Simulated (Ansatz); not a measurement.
A geometry of Li away from equilibrium: step 2 of the relaxation of a generated cell, Li built in the AFLOW prototype A_tP12_96_ab (as in Si). Computed with r2SCAN (plane waves to 500 eV, PAW, scalar-relativistic; Ansatz, an electronic-structure program). Γ-centred k-mesh 5×5×4 on the run's cell (coarser than for final values), Fermi–Dirac smearing 0.05 eV. The plane waves were selected for a different cell earlier on the path.

```yaml
crystal:
  lattice:
    - [5.91071, 0.00000, 0.00000]
    - [0.00000, 5.91071, 0.00000]
    - [0.00000, 0.00000, 7.21298]
  atoms:
    - { symbol: Li, position: [0.10788, 0.10788, 0.00000] }
    - { symbol: Li, position: [0.60788, 0.39212, 0.25000] }
    - { symbol: Li, position: [0.39212, 0.60788, 0.75000] }
    - { symbol: Li, position: [0.89212, 0.89212, 0.50000] }
    - { symbol: Li, position: [0.17242, 0.36456, 0.29801] }
    - { symbol: Li, position: [0.67242, 0.13544, 0.95199] }
    - { symbol: Li, position: [0.32758, 0.86456, 0.45199] }
    - { symbol: Li, position: [0.82758, 0.63544, 0.79801] }
    - { symbol: Li, position: [0.63544, 0.82758, 0.20199] }
    - { symbol: Li, position: [0.13544, 0.67242, 0.04801] }
    - { symbol: Li, position: [0.86456, 0.32758, 0.54801] }
    - { symbol: Li, position: [0.36456, 0.17242, 0.70199] }
```

Q: What forces act on the atoms (eV/Å)?

A: 
```json
[
 {"atom": "Li1", "Fx": "0.15", "Fy": "0.15", "Fz": "0.00"},
 {"atom": "Li2", "Fx": "0.15", "Fy": "-0.15", "Fz": "0.00"},
 {"atom": "Li3", "Fx": "-0.15", "Fy": "0.15", "Fz": "0.00"},
 {"atom": "Li4", "Fx": "-0.15", "Fy": "-0.15", "Fz": "0.00"},
 {"atom": "Li5", "Fx": "0.00", "Fy": "-0.12", "Fz": "0.31"},
 {"atom": "Li6", "Fx": "0.00", "Fy": "0.12", "Fz": "-0.31"},
 {"atom": "Li7", "Fx": "0.00", "Fy": "-0.12", "Fz": "-0.31"},
 {"atom": "Li8", "Fx": "0.00", "Fy": "0.12", "Fz": "0.31"},
 {"atom": "Li9", "Fx": "0.12", "Fy": "0.00", "Fz": "-0.31"},
 {"atom": "Li10", "Fx": "0.12", "Fy": "0.00", "Fz": "0.31"},
 {"atom": "Li11", "Fx": "-0.12", "Fy": "0.00", "Fz": "0.31"},
 {"atom": "Li12", "Fx": "-0.12", "Fy": "0.00", "Fz": "-0.31"}
]
```

The path ends in P4₃2₁2 (No. 96) at a tolerance of 0.01 Å, P4₁2₁2 (No. 92) at 0.1 Å. No spin polarisation in the result.

The run could not lose the symmetry of its start, so the end can be a saddle point.

The end of the path is a generated cell of Li: the first start was made by placing the elements on the sites of a structure type, and the end was not matched to a known phase here, so it may be hypothetical. Known forms of Li include space group No. 229.
